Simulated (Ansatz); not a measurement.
**LaSb (Fm-3m): the size of the finite step**

```xyz
2
Lattice="0.0000 3.2266 3.2266 3.2266 0.0000 3.2266 3.2266 3.2266 0.0000" Properties=species:S:1:pos:R:3 pbc="T T T"
La    0.0000    0.0000    0.0000
Sb    3.2266    3.2266    3.2266
```

Level of theory, where no other is named: PBEsol, PAW on Ansatz 0.2.0's default frozen-core files (fitted under PBE), scalar-relativistic. k mesh 12×12×12, strains of ±0.005, Fermi-Dirac smearing of 0.050 eV, cutoff 420 eV. The cell was relaxed by PAW under this functional.

Elastic constants come from stresses at strains of ±0.005 (two-point stencil): C11 = 143.0, C12 = 14.1, C44 = 18.1 GPa. What does an amplitude of 0.08 give?

C11 = 158.4, C12 = 13.4, C44 = 18.1 GPa. A large step picks up anharmonic terms.

Caveats: frozen-core PAW files fitted under PBE, their cores solved anew for the functional of the run; responses of metals move with mesh and smearing; the softest shear constant rests on one k mesh, and a soft shear can herald a distortion on cooling.
